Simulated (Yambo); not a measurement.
A G0W0@PBEsol run in Yambo for CdOFH (space group P2_1, No. 4, within 0.06 Å of Pmn2_1) (4×2×2 Γ-centred k mesh, bands 9 to 155 and a 7 Ry block in the screening, 155 bands in G with the Bruneval-Gonze terminator, plasmon pole fitted at 27.2 eV) gives these matrix elements, in eV, at the band edges ((0, 0, -0.5) → Γ):

| state | E0 | <Vxc> | <Σx> | <Σc(E0)> | Z |
|---|---|---|---|---|---|
| valence edge | 0.000 | -21.172 | -26.846 | 4.355 | 0.793 |
| conduction edge | 1.743 | -12.242 | -7.994 | -3.214 | 0.855 |

Q: Solve the linearised quasiparticle equation for both states, give the gap, and say how exchange and correlation each act on it.

A: E = E0 + Z(Σx + Σc − Vxc). Valence: 0.000 + 0.793 × (-26.846 + (4.355) − (-21.172)) = -1.05 eV. Conduction: 1.743 + 0.855 × (-7.994 + (-3.214) − (-12.242)) = 2.63 eV. The gap is 3.67 eV, against 1.74 eV in PBEsol. Replacing Vxc by bare exchange alone would open it by 9.92 eV; correlation takes back 7.57 eV of that, and Z scales what is left. Nearest settings tried, and what they do to the gap: 106 bands in W, 106 bands in G: +107 meV; 3 Ry block (59 vectors against 211): +26 meV. Not varied: mesh. So the settings aren't converged at that level. Spin-orbit splittings are left out.

Geometry of the Materials Project entry, not relaxed at this level; primitive cell a = 3.534 Å, b = 4.845 Å, c = 5.628 Å, α = 90.00°, β = 90.08°, γ = 90.00°.

The structure is a Materials Project entry; no match was found in the copy of COD used, and its stability was not checked.
